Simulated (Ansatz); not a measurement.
Input and output for I: DFT, PBEsol, PAW with Ansatz's default frozen-core files, scalar-relativistic (Ansatz 0.2.0). This run: relaxed.

The cell is entry 4511285 of the Crystallography Open Database, unrelaxed.

Command: `ansatz run input.yaml --threads 4 --pin off --max-ram 10240MiB --backend cpu --events-out ev --progress --plain --runs-dir out` It took 53 s on 4 threads of Arm Neoverse V2 (shared host), peak memory 0.77 GiB.

```yaml
crystal:
  lattice:
    - [3.57945, -2.34575, 0.0]
    - [3.57945, 2.34575, 0.0]
    - [0.0, 0.0, 9.8014]
  atoms:
    - { symbol: I, position: [0.845997, 0.154003, 0.117423] }
    - { symbol: I, position: [0.654003, 0.345997, 0.617423] }
    - { symbol: I, position: [0.154003, 0.845997, 0.882577] }
    - { symbol: I, position: [0.345997, 0.654003, 0.382577] }
kpoints:
  mp_grid: { grid: [9, 9, 4] }
scf:
  occupations: { method: fermi_dirac, width: 0.05 }
hamiltonian:
  xc: pbesol
  pseudopotentials: { kind: paw }
output:
  forces: true
  stress: true
relax:
  f_tol: 0.003
  max_steps: 80
  cell: {}
```

Output:

```
Engine: ansatz 0.2.0
Pseudopotentials: kind: paw
Pseudopotential: I, paw, valence charge 17, recommended cutoff 420 eV (normal), I.paw.azcp
Functional definition: PBEsol
  exchange = pbesol_x
  correlation = pbesol_c
Crystal: 4 atoms, lattice volume = 164.595 Å³
Basis set: ecut = 420 eV, 3205 PW (Γ), exchange–correlation on 60×60×144 points (8 copies of the dense FFT grid, shifted against one another)
Bands: 41, of which v1, the nominal top of the filled ones, is band 34 counted from 1 (33 counted from 0)
Symmetry: 8 space group operations
Space group: Cmce (ITA 64), of the structure as read, at distance tolerance 5.5e-5 Å
k-points: 75 of 324
Non-local potential: I, projectors of the file, l = 0: 2, l = 1: 2, l = 2: 2, l = 3: 2
PAW form: soft (Blöchl's): semilocal exchange-correlation on the pseudo side does not see the compensation charge
PAW frozen core: I, regenerated for the run's functional, and the local potential with it (the file was generated under x = pbe(κ = 0.804, μ = 0.2195149727645171), c = pbe(β = 0.06672455060314922))
PAW one-centre angular grid: I, 590 points (default); XC on 64 Gauss nodes
Initial density: superposition of atomic densities (neutral atoms: chi_scale 0, normalization atom), corrected by the library's trained network
Initial wavefunctions: pseudopotential atomic-orbital guess
Functional: x = pbesol(κ = 0.804, μ = 0.12345679012345678), c = pbesol(β = 0.046)
SCF iter   1: F=—  HF=-29729.030663 eV  |F-HF|=—  |Δ(HF+E_count)|=         —  Δρ=1.90e-3  dr2=3.92e-3  ethr=1.77e-3  ⟨swp⟩=8.9  Hψ=14692  notcnv=0  defer=25
preconditioner: auto → Resta (q_TF=auto, 2.355 Å⁻¹)  ε∞=3.3  [insulator: Δε(μ)=1.070 eV  Ē_g=10.147 eV  σ=0.050 eV  W_gap=1.00  n_scr=36 (ndim 8)  ℏωp=15.3 eV  f_vac=0.036  D(μ)=0.00/eV (n_scr^D=0)  ε∞_Penn≈3.3]
SCF iter   2: F=—  HF=-29729.030305 eV  |F-HF|=—  |Δ(HF+E_count)|=   3.58e-4  Δρ=1.14e-3  dr2=1.65e-3  ethr=5.76e-6  ⟨swp⟩=2.0  Hψ=4966  notcnv=0  defer=72
SCF iter   3: F=—  HF=-29729.030543 eV  |F-HF|=—  |Δ(HF+E_count)|=   2.38e-4  Δρ=3.73e-4  dr2=3.17e-4  ethr=2.43e-6  ⟨swp⟩=2.0  Hψ=5537  notcnv=0  defer=72
SCF iter   4: F=—  HF=-29729.030460 eV  |F-HF|=—  |Δ(HF+E_count)|=   8.29e-5  Δρ=1.33e-4  dr2=4.04e-5  ethr=4.66e-7  ⟨swp⟩=2.0  Hψ=5259  notcnv=0  defer=72
SCF iter   5: F=—  HF=-29729.030461 eV  |F-HF|=—  |Δ(HF+E_count)|=   2.64e-7  Δρ=3.00e-5  dr2=2.17e-6  ethr=5.94e-8  ⟨swp⟩=3.0  Hψ=5607  notcnv=0  defer=72
SCF iter   6: F=-29729.030462 eV  HF=-29729.030462 eV  |F-HF|=6.13e-8  |Δ(HF+E_count)|=   1.69e-6  Δρ=7.38e-6  dr2=9.76e-8  ethr=1.47e-10  ⟨swp⟩=4.0  Hψ=13216  notcnv=0
SCF 1 converged in 6 iterations: F = -29729.030462 eV  dr2 = 9.76e-8
  greatest PAW one-centre occupation: 0.999 electrons in one spin orbital (limit 2), on the I atom at site 3 (counted from 0), in its partial waves of l = 2
relax step   1: F+E_penalty+E_count = -29729.03046229 eV  Δ(F+E_penalty+E_count) = +0.000e0 eV  max|allowed force component| = 4.419e-1 eV/Å  Δτ_max = 0.0000 Å  P = -0.254 GPa  Ω = 164.595 Å³  (6 SCF iters, dr2 threshold 1.00e-7 eV, accepted)
Crystal: 4 atoms, lattice volume = 153.320 Å³
Basis set: ecut = 420 eV, 2989 PW (Γ), exchange–correlation on 60×60×144 points (8 copies of the dense FFT grid, shifted against one another)
Initial density: handed on by an earlier stage of this run
Initial wavefunctions: those handed on with the density
iter 1 solved again at ethr=5.67e-5 eV; its pass at ethr=3.10e-3 eV (dr2=3.86e-2 eV) is discarded
SCF iter   1: F=—  HF=-29729.078494 eV  |F-HF|=—  |Δ(HF+E_count)|=         —  Δρ=6.31e-3  dr2=3.88e-2  ethr=5.67e-5  ⟨swp⟩=2.7  Hψ=18738  notcnv=0
preconditioner: auto → Resta (q_TF=auto, 2.383 Å⁻¹)  ε∞=3.4  [insulator: Δε(μ)=0.932 eV  Ē_g=10.280 eV  σ=0.050 eV  W_gap=1.00  n_scr=36 (ndim 8)  ℏωp=15.9 eV  f_vac=0.021  D(μ)=0.00/eV (n_scr^D=0)  ε∞_Penn≈3.4]
SCF iter   2: F=—  HF=-29729.068914 eV  |F-HF|=—  |Δ(HF+E_count)|=   9.58e-3  Δρ=2.82e-3  dr2=7.77e-3  ethr=5.67e-5  ⟨swp⟩=3.0  Hψ=5959  notcnv=0
SCF iter   3: F=—  HF=-29729.067141 eV  |F-HF|=—  |Δ(HF+E_count)|=   1.77e-3  Δρ=5.48e-4  dr2=3.90e-4  ethr=1.14e-5  ⟨swp⟩=2.6  Hψ=5123  notcnv=0
SCF iter   4: F=—  HF=-29729.067153 eV  |F-HF|=—  |Δ(HF+E_count)|=   1.16e-5  Δρ=1.32e-4  dr2=2.12e-5  ethr=5.74e-7  ⟨swp⟩=2.9  Hψ=5688  notcnv=0
SCF iter   5: F=—  HF=-29729.067161 eV  |F-HF|=—  |Δ(HF+E_count)|=   8.37e-6  Δρ=2.87e-5  dr2=1.15e-6  ethr=3.12e-8  ⟨swp⟩=3.0  Hψ=5676  notcnv=0
SCF iter   6: F=-29729.067162 eV  HF=-29729.067161 eV  |F-HF|=6.64e-8  |Δ(HF+E_count)|=   3.63e-7  Δρ=1.04e-5  dr2=1.18e-7  ethr=5.88e-10  ⟨swp⟩=5.0  Hψ=10462  notcnv=0
SCF 2 converged in 6 iterations: F = -29729.067162 eV  dr2 = 1.18e-7
relax step   2: F+E_penalty+E_count = -29729.06716151 eV  Δ(F+E_penalty+E_count) = -3.670e-2 eV  max|allowed force component| = 2.755e-1 eV/Å  Δτ_max = 0.0977 Å  P = +1.521 GPa  Ω = 153.320 Å³  energy of the carried Pulay correction = +1.645e-3 eV  (6 SCF iters, dr2 threshold 4.00e-7 eV, accepted)
Crystal: 4 atoms, lattice volume = 158.261 Å³
Basis set: ecut = 420 eV, 3109 PW (Γ), exchange–correlation on 60×60×144 points (8 copies of the dense FFT grid, shifted against one another)
iter 1 solved again at ethr=2.62e-5 eV; its pass at ethr=3.10e-3 eV (dr2=1.78e-2 eV) is discarded
SCF iter   1: F=—  HF=-29729.140317 eV  |F-HF|=—  |Δ(HF+E_count)|=         —  Δρ=3.82e-3  dr2=1.69e-2  ethr=2.62e-5  ⟨swp⟩=2.7  Hψ=17560  notcnv=0
preconditioner: auto → Resta (q_TF=auto, 2.370 Å⁻¹)  ε∞=3.4  [insulator: Δε(μ)=0.880 eV  Ē_g=10.131 eV  σ=0.050 eV  W_gap=1.00  n_scr=36 (ndim 8)  ℏωp=15.6 eV  f_vac=0.018  D(μ)=0.00/eV (n_scr^D=0)  ε∞_Penn≈3.4]
SCF iter   2: F=—  HF=-29729.136752 eV  |F-HF|=—  |Δ(HF+E_count)|=   3.56e-3  Δρ=1.88e-3  dr2=4.26e-3  ethr=2.49e-5  ⟨swp⟩=3.0  Hψ=5765  notcnv=0
SCF iter   3: F=—  HF=-29729.136216 eV  |F-HF|=—  |Δ(HF+E_count)|=   5.36e-4  Δρ=3.15e-4  dr2=1.52e-4  ethr=6.26e-6  ⟨swp⟩=2.9  Hψ=5528  notcnv=0
SCF iter   4: F=—  HF=-29729.136253 eV  |F-HF|=—  |Δ(HF+E_count)|=   3.70e-5  Δρ=7.55e-5  dr2=6.84e-6  ethr=2.23e-7  ⟨swp⟩=2.4  Hψ=4747  notcnv=0
SCF iter   5: F=-29729.136258 eV  HF=-29729.136258 eV  |F-HF|=2.14e-7  |Δ(HF+E_count)|=   5.37e-6  Δρ=2.01e-5  dr2=3.70e-7  ethr=5.88e-10  ⟨swp⟩=4.0  Hψ=12848  notcnv=0
SCF 3 converged in 5 iterations: F = -29729.136258 eV  dr2 = 3.70e-7
  greatest PAW one-centre occupation: 0.999 electrons in one spin orbital (limit 2), on the I atom at site 2 (counted from 0), in its partial waves of l = 2
relax step   3: F+E_penalty+E_count = -29729.13625814 eV  Δ(F+E_penalty+E_count) = -6.910e-2 eV  max|allowed force component| = 7.720e-2 eV/Å  Δτ_max = 0.0900 Å  P = -0.578 GPa  Ω = 158.261 Å³  energy of the carried Pulay correction = +9.000e-4 eV  (5 SCF iters, dr2 threshold 4.00e-7 eV, accepted)
Crystal: 4 atoms, lattice volume = 156.521 Å³
[... lines left out ...]
SCF iter   1: F=—  HF=-29729.143330 eV  |F-HF|=—  |Δ(HF+E_count)|=         —  Δρ=6.51e-4  dr2=1.99e-5  ethr=5.17e-7  ⟨swp⟩=3.5  Hψ=22477  notcnv=0
preconditioner: auto → Resta (q_TF=auto, 2.369 Å⁻¹)  ε∞=3.3  [insulator: Δε(μ)=0.783 eV  Ē_g=10.179 eV  σ=0.050 eV  W_gap=1.00  n_scr=36 (ndim 8)  ℏωp=15.6 eV  f_vac=0.033  D(μ)=0.00/eV (n_scr^D=0)  ε∞_Penn≈3.3]
SCF iter   2: F=—  HF=-29729.151116 eV  |F-HF|=—  |Δ(HF+E_count)|=   7.79e-3  Δρ=3.28e-4  dr2=3.97e-6  ethr=2.92e-8  ⟨swp⟩=2.5  Hψ=4209  notcnv=0
SCF iter   3: F=—  HF=-29729.153589 eV  |F-HF|=—  |Δ(HF+E_count)|=   2.47e-3  Δρ=6.05e-5  dr2=3.00e-7  ethr=5.84e-9  ⟨swp⟩=2.2  Hψ=4147  notcnv=0
SCF iter   4: F=—  HF=-29729.153672 eV  |F-HF|=—  |Δ(HF+E_count)|=   8.36e-5  Δρ=4.00e-6  dr2=3.16e-8  ethr=4.41e-10  ⟨swp⟩=2.7  Hψ=4872  notcnv=0
SCF iter   5: F=—  HF=-29729.153672 eV  |F-HF|=—  |Δ(HF+E_count)|=   1.37e-7  Δρ=1.44e-6  dr2=6.43e-9  ethr=4.64e-11  ⟨swp⟩=2.0  Hψ=4212  notcnv=0
SCF iter   6: F=—  HF=-29729.153672 eV  |F-HF|=—  |Δ(HF+E_count)|=   6.18e-9  Δρ=2.22e-7  dr2=7.08e-11  ethr=9.45e-12  ⟨swp⟩=2.0  Hψ=4127  notcnv=0
SCF iter   7: F=-29729.153672 eV  HF=-29729.153672 eV  |F-HF|=3.64e-12  |Δ(HF+E_count)|=  2.07e-10  Δρ=4.66e-8  dr2=4.58e-12  ethr=1.00e-12  ⟨swp⟩=5.0  Hψ=9911  notcnv=0
SCF 9 converged in 7 iterations: F = -29729.153672 eV  dr2 = 4.58e-12
relax step   9: F+E_penalty+E_count = -29729.15367236 eV  Δ(F+E_penalty+E_count) = +9.764e-4 eV  max|allowed force component| = 7.579e-4 eV/Å  Δτ_max = 0.0000 Å  P = +0.004 GPa  Ω = 158.605 Å³  stress off target by 8.51e-3 GPa  SCF on the basis re-selected at this cell (its energy is not comparable with the rows above)  (7 SCF iters)
basis re-selected at this cell: Δ(F+E_penalty+E_count) = +9.764e-4 eV, ΔP = -0.003 GPa vs the last step (what re-selecting the basis moved, of the pressure what is left beyond the Pulay correction that the steps carried, after the strain that the cell walked since its last selection, with what the two solves' SCF thresholds leave and, on support functions, any second-order correction that the steps lacked; it is no measure of the basis error at this ecutwfc). This SCF's stress stands 8.51e-3 GPa from its target on what of the cell is left free (relax.cell.stress_tol is 5.00e-2 GPa) and its largest allowed force component is 7.58e-4 eV/Å (relax.f_tol is 3.00e-3 eV/Å): within both
SCF converged after 7 iterations
Free energy (F): -29729.153672 eV
Harris-Foulkes:  -29729.153672 eV  (|F-HF|=3.64e-12)
Internal energy: -29729.153652 eV  (E = F + TS)
E sigma→0 (E₀):  -29729.153662 eV
Entropy (-TS):   -0.000020 eV (-0.005 meV/atom)
Fermi energy:    6.156839 eV
--- Per-component energies (eV) ---
  E_band       = -1543.693164
  E_kinetic    = 755.744790
  E_local      = -7892.006719  (includes V_loc(G=0)·N_el)
  E_nonlocal   = -360.573987
  E_hartree    = 4060.479664
  E_xc         = -507.951792
  E_vxc        = -512.501459  (∫ρ·V_xc dr)
  E_paw        = -18938.991020  (= ΣΔE_a)
  E_vpaw       = -1655.315317  (= ΣTr[D̂ρ^β])
  E_aug_tail   = 0.000061  (compensation charges beyond the density's cutoff)
  E_ewald      = -6847.503218
  E_core_change = 1.648568  (= ΣΔE_core)
  E_smearing   = -0.000020  (= −TS)
  E_closure    = 0.000000  (closes the sum)
  Σ components = -29729.153672   (vs F -29729.153672, Δ=0.00e0)
--- Forces (eV/Å), atoms counted from 1 ---
  atom   1  I     -0.00000000     0.00075794     0.00019270
  atom   2  I      0.00000000    -0.00075794     0.00019270
  atom   3  I      0.00000000    -0.00075794    -0.00019270
  atom   4  I     -0.00000000     0.00075794    -0.00019270
  max |Σ_I F_I| component: 1.73e-18 eV/Å
--- Stress (GPa, compression-positive) ---
        0.008506       0.000000      -0.000000
        0.000000       0.001026       0.000000
       -0.000000       0.000000       0.003469
  P = ⅓ Tr σ = 0.0043 GPa (0.043 kbar)
--- Relaxed structure (8 steps of the walk, 8 accepted, 1 SCFs on fresh bases) ---
  F+E_penalty+E_count = -29729.15367236 eV   max|allowed force component| = 7.579e-4 eV/Å   (the final SCF, on the basis selected at the relaxed cell)
  cell:  # Å, volume = 158.6048 Å³
    - [3.7522291200765903, -2.1915472551396156, 4.9211568383747016e-33]
    - [3.7522291200765903, 2.1915472551396156, 2.1243481905590773e-32]
    - [3.582255516700934e-32, 3.41003169378262e-32, 9.643755979385856]
  atoms:
    - { symbol: I, position: [0.8271558588707872, 0.1728441411292128, 0.12277931648223651] }
    - { symbol: I, position: [0.672844141129213, 0.32715585887078724, 0.6227793164822365] }
    - { symbol: I, position: [0.1728441411292128, 0.8271558588707872, 0.8772206835177635] }
    - { symbol: I, position: [0.32715585887078724, 0.672844141129213, 0.3772206835177636] }
```

Next run, as changes to the input before:

```diff
   lattice:
-    - [3.57945, -2.34575, 0.0]
-    - [3.57945, 2.34575, 0.0]
-    - [0.0, 0.0, 9.8014]
+    - [3.7522291201, -2.1915472551, 0.0]
+    - [3.7522291201, 2.1915472551, 0.0]
+    - [0.0, 0.0, 9.6437559794]
   atoms:
-    - { symbol: I, position: [0.845997, 0.154003, 0.117423] }
-    - { symbol: I, position: [0.654003, 0.345997, 0.617423] }
-    - { symbol: I, position: [0.154003, 0.845997, 0.882577] }
-    - { symbol: I, position: [0.345997, 0.654003, 0.382577] }
+    - { symbol: I, position: [0.8271558589, 0.1728441411, 0.1227793165] }
+    - { symbol: I, position: [0.6728441411, 0.3271558589, 0.6227793165] }
+    - { symbol: I, position: [0.1728441411, 0.8271558589, 0.8772206835] }
+    - { symbol: I, position: [0.3271558589, 0.6728441411, 0.3772206835] }
 kpoints:
   stress: true
-relax:
-  f_tol: 0.003
-  max_steps: 80
-  cell: {}
+  eigenvalues: true
```

Results part of the output:

```
SCF 1 converged in 7 iterations: F = -29729.153672 eV  dr2 = 3.45e-8
  greatest PAW one-centre occupation: 0.999 electrons in one spin orbital (limit 2), on the I atom at site 2 (counted from 0), in its partial waves of l = 2
SCF converged after 7 iterations
Free energy (F): -29729.153672 eV
Harris-Foulkes:  -29729.153672 eV  (|F-HF|=3.44e-8)
Internal energy: -29729.153652 eV  (E = F + TS)
E sigma→0 (E₀):  -29729.153662 eV
Entropy (-TS):   -0.000020 eV (-0.005 meV/atom)
Fermi energy:    6.156877 eV
--- Per-component energies (eV) ---
  E_band       = -1543.682593
  E_kinetic    = 755.745671
  E_local      = -7891.999057  (includes V_loc(G=0)·N_el)
  E_nonlocal   = -360.575642
  E_hartree    = 4060.472002
  E_xc         = -507.951858
  E_vxc        = -512.501591  (∫ρ·V_xc dr)
  E_paw        = -18938.990179  (= ΣΔE_a)
  E_vpaw       = -1655.312920  (= ΣTr[D̂ρ^β])
  E_aug_tail   = 0.000061  (compensation charges beyond the density's cutoff)
  E_ewald      = -6847.503218
  E_core_change = 1.648568  (= ΣΔE_core)
  E_smearing   = -0.000020  (= −TS)
  E_closure    = -0.000000  (closes the sum)
  Σ components = -29729.153672   (vs F -29729.153672, Δ=0.00e0)
--- Forces (eV/Å), atoms counted from 1 ---
  atom   1  I      0.00000000     0.00077660     0.00020828
  atom   2  I      0.00000000    -0.00077660     0.00020828
  atom   3  I      0.00000000    -0.00077660    -0.00020828
  atom   4  I      0.00000000     0.00077660    -0.00020828
  max |Σ_I F_I| component: 3.47e-18 eV/Å
--- Stress (GPa, compression-positive) ---
        0.008434       0.000000      -0.000000
        0.000000       0.001045       0.000000
       -0.000000       0.000000       0.003615
  P = ⅓ Tr σ = 0.0044 GPa (0.044 kbar)
--- Band table (eV; the first three rows and the last of 75) ---
  k-point 0: bands = ["-39.2624", "-39.2523", "-39.1946", "-39.1865", "-39.1851", "-39.1760", "-39.1665", "-39.1598", "-39.0930", "-39.0918", "-39.0748", "-39.0736", "-38.8678", "-38.8670", "-38.8666", "-38.8658", "-38.8633", "-38.8607", "-38.8592", "-38.8563", "-8.0634", "-7.1982", "-6.5233", "-4.9866", "0.9335", "2.6672", "3.9376", "4.0915", "4.2259", "4.2298", "4.7349", "4.8918", "5.2352", "5.7733", "6.8457", "7.7079", "10.3596", "10.6236", "11.2283", "12.2555"]
  k-point 1: bands = ["-39.2611", "-39.2540", "-39.1930", "-39.1873", "-39.1843", "-39.1781", "-39.1649", "-39.1605", "-39.0928", "-39.0920", "-39.0746", "-39.0738", "-38.8677", "-38.8672", "-38.8664", "-38.8659", "-38.8630", "-38.8614", "-38.8584", "-38.8566", "-7.9899", "-7.4493", "-6.1878", "-5.1757", "1.1656", "2.3684", "3.8538", "3.9040", "4.2755", "4.6098", "4.6888", "4.9401", "5.3654", "5.7203", "6.7901", "7.4293", "10.5980", "10.7812", "11.2641", "11.9478"]
  k-point 2: bands = ["-39.2577", "-39.2577", "-39.1897", "-39.1897", "-39.1817", "-39.1817", "-39.1624", "-39.1624", "-39.0924", "-39.0924", "-39.0742", "-39.0742", "-38.8675", "-38.8675", "-38.8661", "-38.8661", "-38.8624", "-38.8624", "-38.8574", "-38.8574", "-7.7755", "-7.7755", "-5.6411", "-5.6411", "1.7366", "1.7366", "3.8383", "3.8383", "4.4153", "4.4153", "4.9750", "4.9750", "5.5710", "5.5710", "6.9450", "6.9450", "11.0822", "11.0822", "11.2364", "11.2364"]
  k-point 74: bands = ["-39.2576", "-39.2576", "-39.1898", "-39.1898", "-39.1816", "-39.1816", "-39.1625", "-39.1625", "-39.0924", "-39.0924", "-39.0741", "-39.0741", "-38.8672", "-38.8672", "-38.8659", "-38.8659", "-38.8621", "-38.8621", "-38.8574", "-38.8574", "-7.4483", "-7.4483", "-5.5079", "-5.5079", "1.6180", "1.6180", "2.2003", "2.2003", "3.7229", "3.7229", "4.3850", "4.3850", "4.4827", "4.4827", "7.0518", "7.0518", "11.4645", "11.4645", "12.4753", "12.4753"]
```

Spin–orbit coupling is left out, which matters for the heavy atoms. The PAW files were made under PBE.
